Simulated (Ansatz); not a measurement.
Candidates compared on computed values. Bulk modulus and its pressure derivative give the pressure that a small compression needs; a soft, simple solid makes a sensitive pressure gauge, a stiff one a good anvil or seat.

Si serves as the reference. Hydrostatic compression by 5 % of the volume (V₀/V = 1.0526), no change of phase.

Computed with Ansatz, a plane-wave PAW program. B₀, B₀′: r²SCAN, Birch–Murnaghan fit of energy against volume; volume per atom: r²SCAN, relaxed cell.

Runs started from generated or typed cells of the structure named: Si. Not checked to be the ambient phase: Ta3Sb (Pm-3n, cP8); Mo3Pt (Pm-3n, cP8). No claim is made that these are known or stable phases: Ga2BiAs (P-4m2, tP4). Spin–orbit coupling is left out unless named.

Definitions used: linear estimate = B₀ × compression; P = (B₀/B₀′)[(V₀/V)^B₀′ − 1]; modulus under load = B₀ + B₀′P; relative pressure = P/P_ref.

```
crystal                       B₀ (GPa)  B₀′  V (Å³/atom)  linear estimate (GPa)  Murnaghan pressure (GPa)  modulus there (GPa)  pressure (relative)
----------------------------  --------  ---  -----------  ---------------------  ------------------------  -------------------  -------------------
Mo3Si (Pm-3n)                      264  4.4        14.55                     13                     8.349                  301                 1.51
Si (diamond type), reference      96.8  4.2        20.17                    4.8                     5.537                  120                 1.00
Ta3Sb (Pm-3n, cP8)                 199  4.2        18.29                   10.0                     11.38                  247                  2.1
Mo3Pt (Pm-3n, cP8)                 279  4.5        15.48                     14                     16.09                  351                  2.9
Ga2BiAs (P-4m2, tP4)              54.0  4.7        27.14                    2.7                     3.130                 68.7                 0.57
```

A slip was made in one value of «Murnaghan pressure (GPa)» and carried on. Locate it and redo the row.

The row of Mo3Si shows 8.349. From its own inputs, P = (264/4.4) × (1.0526^4.4 − 1) = 15.18 GPa. Carried on: modulus there: 264 + 4.4 × 15.18 = 331 GPa; relative pressure: 15.18/5.537 = 2.7. The other rows agree with the rules.

With the correction: By relative pressure (highest first): Mo3Pt (Pm-3n, cP8) (2.9 ± 0.15) ≈ Mo3Si (2.7 ± 0.14), Ta3Sb (Pm-3n, cP8) (2.1 ± 0.11), Si (1.00 ± 0.051), Ga2BiAs (P-4m2, tP4) (0.57 ± 0.029). The ± follows from allowances picked for this note (B₀ 5 %, B₀′ 0.4), carried to first order and added in quadrature, each row's own inputs moving alone; ≈ joins neighbours closer than their two ± added in quadrature. At the edge of that rule, so that a last digit could turn the call: Mo3Pt (Pm-3n, cP8) and Mo3Si.

B₀′ is the least certain number of such a fit, often by half a unit. Where several phases of a formula are at hand, those over 0.1 eV/atom above the lowest were not drawn (by r²SCAN where it compared them, else by the largest value; a layered or molecular lowest phase counts only with a dispersion term); other phases could lie lower still. The rows are a sample and no shortlist: familiar crystals first, some related and some not, whatever their agreement with measurement; tables with many equal figures were not kept. Limits of the draw: no layered crystals, B₀′ of 2 to 8; no unfamiliar magnets, and cubic perovskites only if shown or known to be stable. As a rule kept out of such tables: 4f compounds, open-shell compounds run without a Hubbard term, cells found unstable in the tests at hand, cells close to a higher symmetry, and runs set to a pressure or over 12 % in volume from the crystal's fullest run.
